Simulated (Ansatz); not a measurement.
Zr (hcp, Mg type)

```xyz
2
Lattice="3.2460 0.0000 0.0000 -1.6230 2.8111 0.0000 0.0000 0.0000 5.1507" Properties=species:S:1:pos:R:3 pbc="T T T"
Zr     0.0000     1.8741     3.8630
Zr     1.6230     0.9370     1.2877
```

The numbers are results of r2SCAN (plane waves to 500 eV, PAW, scalar-relativistic; Ansatz, a first-principles code), not measurements. DFPT wavenumbers on a 16×16×10 k mesh, in cm⁻¹ and rounded to 5; i marks imaginary ones, q is in fractions of the reciprocal vectors of the cell shown, and the three acoustic modes at Γ are left out. Zr is run without spin polarisation. Zr was relaxed with its symmetry unable to fall.

Q: Is the structure dynamically stable at Γ, M = (0.5, 0.0, 0.0), A = (0.0, 0.0, 0.5), L = (0.5, 0.0, 0.5)?

A: No imaginary mode at these points (lowest 60 cm⁻¹ at A = (0.0, 0.0, 0.5)); other wave vectors were not tested.

Q: List the wavenumbers at Γ, M = (0.5, 0.0, 0.0), A = (0.0, 0.0, 0.5), L = (0.5, 0.0, 0.5), with degeneracies.

A: 
```json
[
 {"q": "Γ", "wavenumbers (cm⁻¹)": "90 (×2), 145"},
 {"q": "M = (0.5, 0.0, 0.0)", "wavenumbers (cm⁻¹)": "75, 85, 160, 160, 180, 185"},
 {"q": "A = (0.0, 0.0, 0.5)", "wavenumbers (cm⁻¹)": "60 (×4), 135 (×2)"},
 {"q": "L = (0.5, 0.0, 0.5)", "wavenumbers (cm⁻¹)": "130 (×2), 130 (×2), 200 (×2)"}
]
```
